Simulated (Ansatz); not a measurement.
All numbers below come from Ansatz 0.2.0, DFT PBE, scalar-relativistic, plane waves, PAW. All cells share a 420 eV cutoff and Γ-centred k meshes spaced at most about 0.3 Å⁻¹ (about 0.25 or finer for metals, 2π included). No spin polarisation in the final relaxations.

All energies are static (0 K, no zero-point motion). All come from trial cells, and lower structures may exist.

Task: Order these relaxed structures of Ti3Si4Ni by energy, lowest first, with the energy over the lowest of them.
A.

```
CELL_PARAMETERS angstrom
4.79910 0.00000 0.00000
0.01657 4.85954 0.00000
1.09464 0.58905 4.82764
ATOMIC_POSITIONS crystal
Ti 0.36195 0.17577 0.35526
Ti 0.78717 0.25958 0.69235
Ti 0.69502 0.65420 0.06963
Si 0.61966 0.76279 0.57362
Si 0.88510 0.13201 0.19110
Si 0.15643 0.67001 0.35475
Si 0.25235 0.42131 0.86612
Ni 0.24234 0.92433 0.89717
```

B.

```
CELL_PARAMETERS angstrom
3.47397 2.00570 2.73751
-3.47397 2.00570 2.73751
0.00000 -4.01140 2.73751
ATOMIC_POSITIONS crystal
Ti 0.15185 0.63200 0.34260
Ti 0.34260 0.15185 0.63200
Ti 0.63200 0.34260 0.15185
Si 0.83463 0.37051 0.67022
Si 0.13857 0.13857 0.13857
Si 0.67022 0.83463 0.37051
Si 0.37051 0.67022 0.83463
Ni 0.85962 0.85962 0.85962
```

Result: A (0 meV/atom), B (64 meV/atom). Forms: A P1; B R3. Counting Si atoms around Ni and Ti (those within 1.25 times the shortest such distance or 1.15 times the sum of covalent radii, 1.27 where that leaves under three; a plus sign parts nearer from farther groups; a slash parts the counts of unlike sites): A has Ti 7/8, Ni 5; B has Ti 7, Ni 1+6. A holds Si–Si chains (shortest 2.43 Å); in B the shortest Si–Si distance is 2.83 Å, near bonding range too.

Trial moments died out on the coarse mesh in P1 and R3; another magnetic start might hold. Cells relaxed within their symmetry can be saddle points. The P1 cell of Ti3Si4Ni came from shaking the R3 one. Some candidate types were left out of the draw beforehand, so a known form may be missing.
